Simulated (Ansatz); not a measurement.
Ansatz (an electronic-structure program) input:

Ansatz 0.2 input:
```yaml
crystal:
  lattice:
    - [3.8211120227, 0.0, 0.0]
    - [-1.9105560114, 3.3091800824, 0.0]
    - [0.0, 0.0, 8.6330699073]
  atoms:
    - { symbol: Al, position: [0.0, 0.4998209177, 0.6666666667] }
    - { symbol: Al, position: [0.5001790823, 0.5001790823, 0.0] }
    - { symbol: Al, position: [0.4998209177, 0.0, 0.3333333333] }
    - { symbol: P, position: [0.0, 0.4998847294, 0.1666666667] }
    - { symbol: P, position: [0.5001152706, 0.5001152706, 0.5] }
    - { symbol: P, position: [0.4998847294, 0.0, 0.8333333333] }
kpoints:
  mp_grid: { grid: [7, 7, 3] }
basis: { xc_grid: 2 }
hamiltonian:
  xc: pbesol
  pseudopotentials: { kind: paw }
scf:
  occupations: { method: fixed }
output:
  optics: { e_range: [0.0, 15.0], de: 0.05, sigma: 0.1, bands: { spectra_wanted_up_to: 12 eV } }
```

Output (shortened):

```
output.optics: the spectra are integrated over the Brillouin zone by k·p interpolation around the k-points, where levels, occupations, output.optics.sigma and …
Pseudopotentials: kind: paw
Pseudopotential: Al, paw, valence charge 3
Pseudopotential: P, paw, valence charge 5
Functional definition: PBEsol
Crystal: 6 atoms, lattice volume = 109.163 Å³
Basis set: ecut = 420 eV, 2129 PW (Γ), exchange–correlation on 54×54×120 points (8 copies of the dense FFT grid, shifted against one another)
Bands: 18, of which v1, the nominal top of the filled ones, is band 12 counted from 1 (11 counted from 0)
Symmetry: 6 space group operations
Space group: P3121 (ITA 152), of the structure as read, at distance tolerance 4.8e-5 Å
k-points: 20 of 147 (time reversal used)
PAW frozen core: Al, regenerated for the run's functional, and the local potential with it
PAW frozen core: P, regenerated for the run's functional, and the local potential with it
Initial wavefunctions: pseudopotential atomic-orbital guess
Eigensolver: davidson
Functional: x = pbesol(κ = 0.804, μ = 0.12345679012345678), c = pbesol(β = 0.046)
SCF iter   1: F=—  HF=-3796.186386 eV  |F-HF|=—  |Δ(HF+E_count)|=         —  Δρ=3.36e-3  dr2=1.99e-2  ethr=1.77e-3  ⟨swp⟩=6.2  Hψ=2010  notcnv=0  defer=70
all-band conjugate gradients solve this SCF's bands
preconditioner: auto → Resta (q_TF=auto, 2.120 Å⁻¹)
SCF iter   2: F=—  HF=-3796.181930 eV  |F-HF|=—  |Δ(HF+E_count)|=   4.46e-3  Δρ=1.47e-3  dr2=3.34e-3  ethr=8.29e-5  ⟨swp⟩=2.5  Hψ=685  notcnv=0  defer=80
SCF iter   3: F=—  HF=-3796.181361 eV  |F-HF|=—  |Δ(HF+E_count)|=   5.69e-4  Δρ=3.15e-4  dr2=7.84e-5  ethr=1.39e-5  ⟨swp⟩=2.5  Hψ=584  notcnv=0  defer=80
SCF iter   4: F=—  HF=-3796.181362 eV  |F-HF|=—  |Δ(HF+E_count)|=   1.09e-6  Δρ=3.68e-5  dr2=2.07e-6  ethr=3.26e-7  ⟨swp⟩=2.3  Hψ=556  notcnv=0  defer=80
SCF iter   5: F=—  HF=-3796.181362 eV  |F-HF|=—  |Δ(HF+E_count)|=   4.89e-7  Δρ=8.10e-6  dr2=6.43e-8  ethr=8.61e-9  ⟨swp⟩=2.2  Hψ=543  notcnv=0  defer=79
SCF iter   6: F=—  HF=-3796.181362 eV  |F-HF|=—  |Δ(HF+E_count)|=   1.79e-8  Δρ=8.64e-7  dr2=8.21e-10  ethr=2.68e-10  ⟨swp⟩=2.9  Hψ=614  notcnv=0  defer=79
SCF iter   7: F=—  HF=-3796.181362 eV  |F-HF|=—  |Δ(HF+E_count)|=  1.72e-10  Δρ=1.17e-7  dr2=1.73e-11  ethr=3.42e-12  ⟨swp⟩=2.5  Hψ=589  notcnv=0  defer=79
SCF iter   8: F=-3796.181362 eV  HF=-3796.181362 eV  |F-HF|=1.36e-12  |Δ(HF+E_count)|=    0.00e0  Δρ=2.36e-8  dr2=9.28e-13  ethr=1.00e-12  ⟨swp⟩=11.1  Hψ=2113  notcnv=0
SCF 1 converged in 8 iterations: F = -3796.181362 eV  dr2 = 9.28e-13
NSCF: frozen V_eff on 20 k-points
Optics k sum: 0 of 20 k-points
Optics k sum: 1 of 20 k-points
Optics k sum: 2 of 20 k-points
Optics k sum: 3 of 20 k-points
Optics k sum: 4 of 20 k-points
Optics k sum: 5 of 20 k-points
Optics k sum: 6 of 20 k-points
Optics k sum: 7 of 20 k-points
Optics k sum: 8 of 20 k-points
Optics k sum: 9 of 20 k-points
Optics k sum: 10 of 20 k-points
Optics k sum: 11 of 20 k-points
Optics k sum: 12 of 20 k-points
Optics k sum: 13 of 20 k-points
Optics k sum: 14 of 20 k-points
Optics k sum: 15 of 20 k-points
Optics k sum: 16 of 20 k-points
Optics k sum: 17 of 20 k-points
Optics k sum: 18 of 20 k-points
Optics k sum: 19 of 20 k-points
Optics k sum: 20 of 20 k-points
Optics k sum: 0 of 20 k-points
Optics k sum: 1 of 20 k-points
Optics k sum: 2 of 20 k-points
Optics k sum: 3 of 20 k-points
Optics k sum: 4 of 20 k-points
Optics k sum: 5 of 20 k-points
Optics k sum: 6 of 20 k-points
Optics k sum: 7 of 20 k-points
Optics k sum: 8 of 20 k-points
Optics k sum: 9 of 20 k-points
Optics k sum: 10 of 20 k-points
Optics k sum: 11 of 20 k-points
Optics k sum: 12 of 20 k-points
Optics k sum: 13 of 20 k-points
Optics k sum: 14 of 20 k-points
Optics k sum: 15 of 20 k-points
Optics k sum: 16 of 20 k-points
Optics k sum: 17 of 20 k-points
Optics k sum: 18 of 20 k-points
Optics k sum: 19 of 20 k-points
Optics k sum: 20 of 20 k-points
NSCF: frozen V_eff on 1 k-points
NSCF: frozen V_eff on 1 k-points
NSCF: frozen V_eff on 1 k-points
NSCF: frozen V_eff on 1 k-points
NSCF: frozen V_eff on 1 k-points
output.optics: what the bands over the 38 summed would add to eps1, eps2 and the energy-loss function is held between a lower and an upper bound (9 Lanczos …
SCF converged after 8 iterations
Free energy (F): -3796.181362 eV
Harris-Foulkes:  -3796.181362 eV  (|F-HF|=1.36e-12)
Internal energy: -3796.181362 eV  (E = F + TS)
E sigma→0 (E₀):  -3796.181362 eV
Fermi energy:    6.775313 eV
--- Per-component energies (eV) ---
  E_band       = 41.319219
  E_kinetic    = 281.237399
  E_local      = -179.298389  (includes V_loc(G=0)·N_el)
  E_nonlocal   = 133.990298
  E_hartree    = 55.129661
  E_xc         = -302.190028
  E_vxc        = -270.863807  (∫ρ·V_xc dr)
  E_paw        = -3026.851501  (= ΣΔE_a)
  E_vpaw       = -34.005608  (= ΣTr[D̂ρ^β])
  E_aug_tail   = 0.000002  (compensation charges beyond the density's cutoff)
  E_ewald      = -758.394508
  E_core_change = 0.195705  (= ΣΔE_core)
  E_smearing   =  0.000000  (= −TS)
  E_closure    = 0.000000  (closes the sum)
  Σ components = -3796.181362   (vs F -3796.181362, Δ=0.00e0)
  [band-id]    e_kinetic+e_local+e_nonlocal+2·e_hartree+e_vxc+e_vpaw+e_augmentation_tail = 41.319216   (vs E_band 41.319219, Δ=-3.35e-6)
--- Band table (eV; the first three rows and the last of 20) ---
  k-point 0: bands = ["-5.8135", "-4.2288", "-4.2288", "1.8217", "1.8217", "4.4707", "5.6264", "5.6264", "6.4105", "6.4105", "6.7328", "6.7753", "8.8161", "8.8161", "8.9557", "11.1427", "11.1427", "11.2877"]
  k-point 1: bands = ["-5.6258", "-5.0766", "-3.3477", "0.3344", "3.7810", "4.6183", "5.0366", "5.6957", "6.1233", "6.3663", "6.5206", "6.6629", "8.5953", "9.3273", "9.5152", "10.5446", "10.9769", "11.6205"]
  k-point 2: bands = ["-5.5951", "-4.0509", "-4.0412", "1.7691", "1.9667", "3.7960", "4.4881", "4.9400", "5.4797", "5.9319", "6.1890", "6.5864", "9.4452", "9.5483", "10.1669", "10.2183", "10.9219", "10.9713"]
  k-point 19: bands = ["-3.6358", "-3.2692", "-2.8415", "0.2917", "1.0582", "1.9070", "2.3017", "2.7933", "3.2232", "4.1694", "4.3392", "5.6463", "8.7754", "9.3985", "10.4818", "10.6781", "11.0662", "12.0202"]
  band table: 18 of 18 bands, residual norms ≤ 1.0e-3 eV
```

Cost: very roughly 2.5 core-minutes on shared cores.

Space group P6_422. The start of the workflow was typed in or built on a structure type; neither database checked (COD, Materials Project) lists it. It is not the phase usual at ambient conditions (space group No. 216). Symmetry was held in the PBEsol relaxation; of distortions, only those at the zone centre were tested. Point labels and valley counts follow the cell and symmetry of the run, lower than the named group.

Potentials: the later of the program's two PAW sets.

Ansatz is a plane-wave DFT program.
